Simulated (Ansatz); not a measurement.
## CuBiSeO: pressure against volume

CuBiSeO, P4/nmm, a = 3.916 Å, c = 9.037 Å. The structure is a Materials Project entry; whether it is the stable form wasn't checked. Ansatz: r2SCAN, PAW, 500 eV, Γ-centred 10×10×4 mesh on 8 atoms, Gaussian smearing 0.02 eV; no spin polarisation. Shape and atoms are relaxed at each volume; pressure is positive in compression.

| V (Å³/atom) | P (GPa) |
| --- | --- |
| 15.766 | 10.04 |
| 16.285 | 6.09 |
| 16.805 | 2.77 |
| 17.325 | 0.00 |
| 17.845 | -2.33 |
| 18.364 | -4.25 |
| 19.057 | ? |

Problem. Take V0 = 17.325 Å³/atom, fit the third-order Birch–Murnaghan form to the other rows, and predict the missing pressure.

Solution. With the Eulerian strain f = ½[(V0/V)^(2/3) − 1] and y = P/[3f(1 + 2f)^(5/2)], the form is the line y = B0 + 1.5 B0 (B0′ − 4) f. Rows (f, y): 0.03244, 88.2; 0.02107, 86.9; 0.01026, 85.5; -0.00976, 83.6; -0.01904, 82.0. Means f = 0.006994, y = 85.240; Σ(Δf)² = 0.001815, ΣΔfΔy = 0.2114; the slope is their ratio. y = 84.43 + 116.5 f GPa, so B0 = 84.4 GPa and B0′ = 4 + 2 × (116.5)/(3 × 84.43) = 4.92. At V = 19.057, f = -0.03077, y = 80.85 and P = -6.37 GPa. The run gave -6.30 GPa, so the fit is 0.07 GPa too low, a small miss on the scale of the series. The form still works here, 27 % of the fitted range beyond its end.

Spin–orbit coupling is left out, which can shift energies with elements as heavy as these.

Cost: 7 runs of about 37 core-minutes in all, on Intel Xeon 6975P-C (Granite Rapids) (shared hosts).